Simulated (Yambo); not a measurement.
Yambo input for RbCl (rock salt, space group Fm-3m, No. 225) under isotropic strain of -3 % on all lattice vectors (a = b = c = 4.4863 Å, α = β = γ = 60.00°), on PBEsol (Quantum ESPRESSO, PseudoDojo norm-conserving, 58 Ry, scalar-relativistic) wavefunctions on a 10×10×10 mesh:

```
optics
chi
dipoles
kernel
FFTGvecs= 40 Ry
Chimod= "HARTREE"
NGsBlkXd= 4 Ry
% QpntsRXd
 1 | 1 |
%
% BndsRnXd
 1 | 49 |
%
GrFnTpXd= "R"
% EnRngeXd
 0.0 | 20.0 | eV
%
% DmRngeXd
 0.2 | 0.2 | eV
%
CGrdSpXd= 50
ETStpsXd= 161
% LongDrXd
 1.0 | 0.0 | 0.0 |
%
```

First lines of the file o-*.eps_q1_inv_rpa_dyson:

```
Absorption @ Q(1):   1.00000000     0.00000000     0.00000000    [q->0 direction]
#
# [ X ] Hartree size     :   65
# [GEN] GF Energies     : Perdew, Burke & Ernzerhof SOL(X)+Perdew, Burke & Ernzerhof SOL(C)
# [GEN] Green`s Function     : Retarded
#
# [GEN] Gauge     : Length
# [GEN] [r,Vnl] included     : yes
#
#    E[1] [eV]     Im(eps)     Re(eps)     Im(eps_o)     Re(eps_o)
#
     0.000000     -0.287444E-7     2.349598     0.27570E-17     2.786778
     0.125000     0.663592E-3     2.349805     0.924280E-3     2.787066
     0.250000     0.001329     2.350426     0.001851     2.787931
     0.375000     0.001999     2.351463     0.002783     2.789376
     0.500000     0.002674     2.352919     0.003723     2.791404
     0.625000     0.003357     2.354798     0.004674     2.794021
     0.750000     0.004050     2.357106     0.005639     2.797235
     0.875000     0.004755     2.359850     0.006620     2.801055
     1.000000     0.005474     2.363037     0.007620     2.805493
     1.125000     0.006210     2.366678     0.008644     2.810561
     1.250000     0.006966     2.370783     0.009695     2.816275
     1.375000     0.007744     2.375366     0.010775     2.822653
     1.500000     0.008548     2.380442     0.011891     2.829715
     1.625000     0.009380     2.386026     0.013045     2.837483
     1.750000     0.010244     2.392139     0.014244     2.845983
     1.875000     0.011145     2.398800     0.015492     2.855245
     2.000000     0.012087     2.406035     0.016796     2.865300
     2.125000     0.013075     2.413869     0.018162     2.876186
     2.250000     0.014116     2.422334     0.019599     2.887943
     2.375000     0.015214     2.431463     0.021114     2.900616
     2.500000     0.016379     2.441295     0.022718     2.914259
     2.625000     0.017618     2.451873     0.024423     2.928928
     2.750000     0.018942     2.463245     0.026241     2.944689
     2.875000     0.020363     2.475467     0.028188     2.961618
     3.000000     0.021894     2.488603     0.030281     2.979797
     3.125000     0.023553     2.502725     0.032543     2.999324
     3.250000     0.025358     2.517916     0.034999     3.020308
     3.375000     0.027336     2.534274     0.037680     3.042877
     3.500000     0.029515     2.551911     0.040625     3.067180
     3.625000     0.031934     2.570959     0.043880     3.093389
     3.750000     0.034640     2.591577     0.047505     3.121707
     3.875000     0.037697     2.613954     0.051577     3.152379
     4.000000     0.041187     2.638318     0.056196     3.185698
```
(The file goes on to the top of the energy range.) Convergence of the RPA response with its 10×10×10 mesh was not tested.

Geometry strained from the cell relaxed with PBEsol, atoms relaxed again.
